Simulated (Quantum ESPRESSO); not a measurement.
```cif
data_AlAs2Ga
_chemical_formula_sum 'Al1 Ga1 As2'
_space_group_name_H-M_alt 'P 1'
_space_group_IT_number 1
_cell_length_a 6.93706
_cell_length_b 6.93706
_cell_length_c 6.93706
_cell_angle_alpha 33.599
_cell_angle_beta 33.599
_cell_angle_gamma 33.599
loop_
_space_group_symop_operation_xyz
  'x, y, z'
loop_
_atom_site_label
_atom_site_type_symbol
_atom_site_fract_x
_atom_site_fract_y
_atom_site_fract_z
_atom_site_occupancy
Al1 Al 0.99972 0.99972 0.99972 1
Ga1 Ga 0.50013 0.50013 0.50013 1
As1 As 0.12497 0.12497 0.12497 1
As2 As 0.62519 0.62519 0.62519 1
```

Cell and atoms were relaxed with PBEsol from Materials Project entry mp-1228891, within its symmetry.

**Question.** What does PBEsol (pw.x of Quantum ESPRESSO, ONCV potentials, with spin-orbit coupling) give for the electronic structure near the Fermi level?

**Answer.** The PBEsol gap is direct, 0.71 eV at Γ. 

The structure is a Materials Project entry; no match was found in the copy of COD used, and its stability was not checked.
